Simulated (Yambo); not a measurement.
```
WS2
1.0
    3.15382     0.00000     0.00000
   -1.57691     2.73129     0.00000
    0.00000     0.00000    12.13835
S W
4 2
Direct
  0.33333   0.66667   0.62024
  0.66667   0.33333   0.37976
  0.66667   0.33333   0.12024
  0.33333   0.66667   0.87976
  0.33333   0.66667   0.25000
  0.66667   0.33333   0.75000
```

WS$_{2}$ (space group P6_3/mmc, No. 194): mean Im ε in 1 eV windows above the direct gap of 2.37 eV, for different electron-hole kernels (Yambo, broadening 0.15 eV, PBEsol (pw.x of Quantum ESPRESSO, ONCV potentials, without SOC) bands; 9×9×2 mesh, 9 valence and 9 conduction bands, static screening with 67 bands and a 3 Ry block, scissor 0.56 eV, Tamm-Dancoff; field along x).

```
window (eV)  independent quasiparticles  RPA (no attraction)  BSE
-----------  --------------------------  -------------------  ---
2.4 to 3.4                           11                  7.7   17
3.4 to 4.4                           16                   17   17
4.4 to 5.4                           15                   16   15
```

This run doesn't resolve bound excitons or single peaks, so only averages are given, and they too depend on the mesh; weight that the attraction moves below the gap isn't listed. All transitions below 5.43 eV are in the band window. The scissor comes from a G0W0 run whose convergence isn't established.

Spin-orbit coupling is left out, which matters for elements this heavy: edges can move by tenths of an eV.

Geometry relaxed with PBE+D3(BJ).
